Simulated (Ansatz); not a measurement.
# GaN (P6_3mc): elasticity against pressure

```xyz
4
Lattice="3.1518 0.0000 0.0000 -1.5759 2.7296 0.0000 0.0000 0.0000 5.1384" Properties=species:S:1:pos:R:3 pbc="T T T"
Ga    0.0000    1.8197   -0.0036
Ga    1.5759    0.9099    2.5656
N     0.0000    1.8197    1.9305
N     1.5759    0.9099    4.4997
```

This is the zero-pressure cell. At each pressure cell and atoms are relaxed in this structure, and the constants are slopes of the stress at strains of ±0.005 with relaxed ions (the coefficients that govern stability under load). Level: LDA, PAW on Ansatz 0.2.0's default frozen-core files (fitted under PBE), scalar-relativistic; k mesh 8×8×4, strains of ±0.005, fixed occupations, cutoff 420 eV. P is the pressure of the relaxed cell, less that of this one.

```csv
P (GPa),V/V₀,C11 (GPa),C12 (GPa),C13 (GPa),C33 (GPa),C44 (GPa)
0.00,1.0000,367.9,138.6,100.5,408.8,96.5
0.99,0.9952,372.4,143.0,104.4,414.0,96.5
1.98,0.9905,377.0,147.5,108.4,419.4,96.6
4.01,?,?,?,?,?,?
7.01,0.9683,398.0,169.3,128.3,444.7,96.2
10.01,0.9562,409.7,182.0,140.2,459.4,95.8
15.01,0.9376,429.6,203.4,160.1,483.5,95.1
```

Q: Does the bulk modulus from the constants agree with the pressure-volume curve?

A: A third-order Birch-Murnaghan fit to the volumes shown (F against f, f = [(V₀/V)^(2/3) − 1]/2) gives B₀ = 202.7 GPa and B′ = 4.3. Its −V dP/dV stands beside the Reuss value 1/ΣS_ij (i, j ≤ 3):

| P (GPa) | from P(V) | from the constants |
| --- | --- | --- |
| 0.00 | 202.7 | 202.6 |
| 0.99 | 206.9 | 206.9 |
| 1.98 | 211.2 | 211.3 |
| 7.01 | 232.5 | 232.5 |
| 10.01 | 245.0 | 244.8 |
| 15.01 | 265.5 | 265.5 |

Q: What are the pressure derivatives at zero pressure?

A: Slopes at V₀ of quadratic fits in −ln(V/V₀) through the first four rows shown, divided by B₀: dC11/dP = 4.8, dC12/dP = 4.5, dC13/dP = 4.0, dC33/dP = 5.4, dC44/dP = 0.1. The mean slopes up to 2.0 GPa are 4.6, 4.4, 4.0, 5.4, 0.0; curvature and scatter of the constants part the two.

Q: Fill the row at 4.01 GPa.

A: Cubic fits in −ln(V/V₀) through all rows shown give C11 = 385.8, C12 = 156.4, C13 = 116.5, C33 = 429.8, C44 = 96.5 GPa. Computed: V/V₀ = 0.9812, C11 (GPa) = 385.7, C12 (GPa) = 156.4, C13 (GPa) = 116.4, C33 (GPa) = 429.6, C44 (GPa) = 96.5.

Q: Does a shear stiffness soften?

A: C44 goes from 96.5 to 95.1 GPa; (C11 − C12)/2 goes from 114.6 to 113.1 GPa. Neither ends more than 3 % under its start, and the lattice stays mechanically stable over this range.

Caveats: no other phase was computed; many crystals of this kind change structure within this range, and rows or crossings beyond such a change describe a metastable lattice; frozen-core PAW files fitted under PBE, their cores solved anew for the functional of the run; constants at zero field, no piezoelectric stiffening; phonons weren't checked at these pressures.
